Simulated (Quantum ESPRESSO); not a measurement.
W2Mo2Se6PCl, input and log of a self-consistent run

Computed values, not a measurement. The program is pw.x of Quantum ESPRESSO 7.5 (plane-wave density functional theory). The cell is made up: 12 atoms on a layered 2H lattice, with randomly drawn elements, strain and displacements, not relaxed. PseudoDojo standard norm-conserving files (v0.5 for PBE, v0.4.1 for LDA and PBEsol) set the functional; there is no spin polarisation, spin-orbit coupling or dispersion term, and the masses in the input are unused placeholders.

Input:

```
&control calculation='scf', pseudo_dir='./dojo.nc.sr.pbe.v0_5.standard.upf', outdir='./o', disk_io='medium', tprnfor=.true., tstress=.true. /
&system ibrav=0, nat=12, ntyp=5, nbnd=88, ecutwfc=85.99341389, nosym=.true., tot_charge=0,
 occupations='smearing', smearing='fd', degauss=0.0018374661
/
&electrons conv_thr=7.350e-09, electron_maxstep=60, /
ATOMIC_SPECIES
Cl 1.0 Cl.upf
Mo 1.0 Mo.upf
P 1.0 P.upf
Se 1.0 Se.upf
W 1.0 W.upf
CELL_PARAMETERS angstrom
3.2798 -0.0473 -0.0605
-0.0818 5.6712 -0.0113
-0.2425 -0.026 13.3009
ATOMIC_POSITIONS angstrom
W -0.1014 1.8425 3.3082
Mo 1.4862 0.8356 9.9808
W 1.513 4.7016 3.2841
Mo -0.242 3.6994 9.9663
Se -0.1094 1.8696 8.2769
Se -0.2347 1.8422 11.6527
Se 1.6149 0.9538 1.6339
P 1.5539 0.9414 5.051
Se 1.4046 4.7885 8.2806
Se 1.3965 4.6459 11.5133
Cl -0.0727 3.7807 1.681
Se -0.0862 3.8006 5.0548
K_POINTS automatic
7 4 2 1 1 1
```

The log is shortened where brackets say so; the opening notice, blank lines, dates and the lines on written files are dropped, and the path of the files is cut. It prints rydbergs, bohrs and kilobars, and counts compression as positive stress. With no partly filled state, the Fermi energy that it prints is only some level between the filled and the empty states on the mesh, and need not lie in the true gap.

```
     Program PWSCF v.7.5
     Parallel version (MPI & OpenMP), running on       1 processor cores
     Number of MPI processes:                 1
     Threads/MPI process:                     1
     [start-up lines left out]
     bravais-lattice index     =            0
     lattice parameter (alat)  =       6.1996  a.u.
     unit-cell volume          =    1668.6350 (a.u.)^3
     number of atoms/cell      =           12
     number of atomic types    =            5
     number of electrons       =       164.00
     number of Kohn-Sham states=           88
     kinetic-energy cutoff     =      85.9934  Ry
     charge density cutoff     =     343.9737  Ry
     scf convergence threshold =      7.3E-09
     mixing beta               =       0.7000
     number of iterations used =            8  plain     mixing
     Exchange-correlation= PBE
                           (   1   4   3   4   0   0   0)
     [axes and pseudopotential details left out]
   Cartesian axes
     site n.     atom                  positions (alat units)
         1        W      tau(   1) = (  -0.0309080   0.5616181   1.0083827  )
         2        Mo     tau(   2) = (   0.4530132   0.2547018   3.0422785  )
         3        W      tau(   3) = (   0.4611822   1.4331092   1.0010367  )
         4        Mo     tau(   4) = (  -0.0737648   1.1276256   3.0378587  )
         5        Se     tau(   5) = (  -0.0333466   0.5698786   2.5229075  )
         6        Se     tau(   6) = (  -0.0715396   0.5615267   3.5518956  )
         7        Se     tau(   7) = (   0.4922427   0.2907307   0.4980341  )
         8        P      tau(   8) = (   0.4736491   0.2869510   1.5396109  )
         9        Se     tau(   9) = (   0.4281405   1.4595975   2.5240353  )
        10        Se     tau(  10) = (   0.4256715   1.4161312   3.5094046  )
        11        Cl     tau(  11) = (  -0.0221599   1.1524069   0.5123908  )
        12        Se     tau(  12) = (  -0.0262749   1.1584726   1.5407692  )
     number of k points=    28  Fermi-Dirac smearing, width (Ry)=  0.0018
                       cart. coord. in units 2pi/alat
        k(    1) = (   0.0736730   0.0734990   0.0631500), wk =   0.0714286
        k(    2) = (   0.0713933   0.0732203  -0.0602183), wk =   0.0714286
     [further k points left out]
     Dense  grid:   179799 G-vectors     FFT dimensions: (  40,  64, 150)
     Estimated max dynamical RAM per process >     377.20 MB
     Initial potential from superposition of free atoms
     starting charge     163.9955, renormalised to     164.0000
     Starting wfcs are  102 randomized atomic wfcs
     total cpu time spent up to now is       38.2 secs
     per-process dynamical memory:   206.7 Mb
     Self-consistent Calculation
     iteration #  1     ecut=    85.99 Ry     beta= 0.70
     Davidson diagonalization with overlap
     ethr =  1.00E-02,  avg # of iterations =  2.0
     Threshold (ethr) on eigenvalues was too large:
     Diagonalizing with lowered threshold
     Davidson diagonalization with overlap
     ethr =  5.44E-04,  avg # of iterations =  2.1
     total cpu time spent up to now is      245.8 secs
     total energy              =   -2085.91261002 Ry
     estimated scf accuracy    <       0.93010049 Ry
     iteration #  2     ecut=    85.99 Ry     beta= 0.70
     Davidson diagonalization with overlap
     ethr =  5.67E-04,  avg # of iterations =  9.7
     total cpu time spent up to now is      448.8 secs
     total energy              =   -2082.60822258 Ry
     estimated scf accuracy    <      54.11557765 Ry
     iteration #  3     ecut=    85.99 Ry     beta= 0.70
     Davidson diagonalization with overlap
     ethr =  5.67E-04,  avg # of iterations = 10.6
     total cpu time spent up to now is      640.8 secs
     total energy              =   -2083.95857211 Ry
     estimated scf accuracy    <      60.96303730 Ry
     iteration #  4     ecut=    85.99 Ry     beta= 0.70
     Davidson diagonalization with overlap
     ethr =  5.67E-04,  avg # of iterations = 12.8
     total cpu time spent up to now is      803.7 secs
     total energy              =   -2086.16585951 Ry
     estimated scf accuracy    <       2.57957379 Ry
     iteration #  5     ecut=    85.99 Ry     beta= 0.70
     Davidson diagonalization with overlap
     ethr =  5.67E-04,  avg # of iterations =  3.6
     total cpu time spent up to now is      930.0 secs
     total energy              =   -2086.37055298 Ry
     estimated scf accuracy    <       0.36331369 Ry
     [iterations 6 to 17 left out]
     iteration # 18     ecut=    85.99 Ry     beta= 0.70
     Davidson diagonalization with overlap
     ethr =  4.14E-10,  avg # of iterations =  2.5
     total cpu time spent up to now is     2334.2 secs
     total energy              =   -2086.40918928 Ry
     estimated scf accuracy    <       0.00000020 Ry
     iteration # 19     ecut=    85.99 Ry     beta= 0.70
     Davidson diagonalization with overlap
     ethr =  1.20E-10,  avg # of iterations =  2.3
     total cpu time spent up to now is     2438.0 secs
     total energy              =   -2086.40918928 Ry
     estimated scf accuracy    <       0.00000007 Ry
     iteration # 20     ecut=    85.99 Ry     beta= 0.70
     Davidson diagonalization with overlap
     ethr =  4.11E-11,  avg # of iterations =  5.1
     total cpu time spent up to now is     2542.3 secs
     total energy              =   -2086.40918928 Ry
     estimated scf accuracy    <       0.00000002 Ry
     iteration # 21     ecut=    85.99 Ry     beta= 0.70
     Davidson diagonalization with overlap
     ethr =  9.57E-12,  avg # of iterations =  3.5
     total cpu time spent up to now is     2649.1 secs
     total energy              =   -2086.40918928 Ry
     estimated scf accuracy    <          7.6E-09 Ry
     iteration # 22     ecut=    85.99 Ry     beta= 0.70
     Davidson diagonalization with overlap
     ethr =  4.60E-12,  avg # of iterations =  2.7
     total cpu time spent up to now is     2757.0 secs
     End of self-consistent calculation
          k = 0.0737 0.0735 0.0631 ( 22452 PWs)   bands (ev):
   -62.7005 -62.3266 -49.2257 -49.2007 -36.0394 -36.0331 -36.0193 -36.0174
   -36.0140 -35.9941 -35.9922 -35.9886 -35.9869 -35.9860 -35.9847 -35.9764
   -35.9322 -35.9275 -35.9260 -35.9249 -35.9164 -35.9145 -35.9025 -35.8987
   -35.8975 -35.8841 -35.8727 -35.8721 -35.8675 -35.8576 -35.8545 -35.8505
   -35.8490 -35.8340 -26.9025 -26.8848 -26.8409 -26.5407 -26.5141 -26.4325
   -23.4856 -23.4180 -23.3405 -23.2717 -23.2281 -23.2055  -5.8428  -2.7466
    -2.1435  -1.7485  -1.5576  -1.0459  -0.8408   2.0950   4.6703   4.8961
     5.8732   6.0967   6.5196   6.7030   6.8815   7.3721   7.8090   8.1595
     8.6269   8.7234   8.9332   9.0541   9.3085   9.3559   9.5230   9.9342
    10.0747  10.1891  10.2879  10.4805  10.6348  10.7960  11.0541  11.1296
    11.4458  11.8066  13.2354  13.4466  13.5443  13.8086  14.0153  14.1126
     [levels at the other k points left out]
     the Fermi energy is    12.3358 ev
!    total energy              =   -2086.40918928 Ry
     estimated scf accuracy    <          6.3E-10 Ry
     smearing contrib. (-TS)   =      -0.00000000 Ry
     internal energy E=F+TS    =   -2086.40918928 Ry
     The total energy is F=E-TS. E is the sum of the following terms:
     one-electron contribution =   -1238.31072236 Ry
     hartree contribution      =     670.72688094 Ry
     xc contribution           =    -411.32909003 Ry
     ewald contribution        =   -1107.49625783 Ry
     convergence has been achieved in  22 iterations
     Forces acting on atoms (cartesian axes, Ry/au):
     atom    1 type  5   force =     0.04299089    0.02765783    0.09033052
     atom    2 type  2   force =    -0.02211239    0.07739836   -0.03740279
     atom    3 type  5   force =     0.01711182    0.03637316    0.05290768
     atom    4 type  2   force =     0.00249338    0.02655827   -0.04167300
     atom    5 type  4   force =    -0.02147069   -0.01622400    0.01028514
     atom    6 type  4   force =     0.03659908   -0.00175972    0.02312270
     atom    7 type  4   force =    -0.04445264   -0.03334038   -0.03951773
     atom    8 type  3   force =     0.00705746   -0.02137411   -0.07816067
     atom    9 type  4   force =    -0.00682951   -0.06490808   -0.02563141
     atom   10 type  4   force =     0.01202002   -0.02042143    0.07131992
     atom   11 type  1   force =    -0.01760047   -0.00592858    0.01247629
     atom   12 type  4   force =    -0.00580695   -0.00403134   -0.03805665
     Total force =     0.228145     Total SCF correction =     0.000198
     Computing stress (Cartesian axis) and pressure
          total   stress  (Ry/bohr**3)                   (kbar)     P=       15.27
   0.00007977   0.00017764   0.00027946           11.73       26.13       41.11
   0.00017764   0.00013042   0.00013519           26.13       19.18       19.89
   0.00027946   0.00013519   0.00010115           41.11       19.89       14.88
     init_run     :     36.27s CPU     38.04s WALL (       1 calls)
     electrons    :   2623.51s CPU   2718.74s WALL (       1 calls)
     forces       :     22.42s CPU     22.70s WALL (       1 calls)
     stress       :     69.55s CPU     71.85s WALL (       1 calls)
     [timing details left out]
     PWSCF        :  45m52.38s CPU  47m33.50s WALL
     JOB DONE.
```

In other units: free energy -28387.043 eV for the cell, pressure 1.53 GPa, largest force component 2.322 eV/Å. A rerun of this cell at a cutoff of 1467 eV and k mesh 9 x 6 x 4 moved values by no more than 0.004 eV in energy, 0.02 GPa in stress and 0.004 eV/Å in force.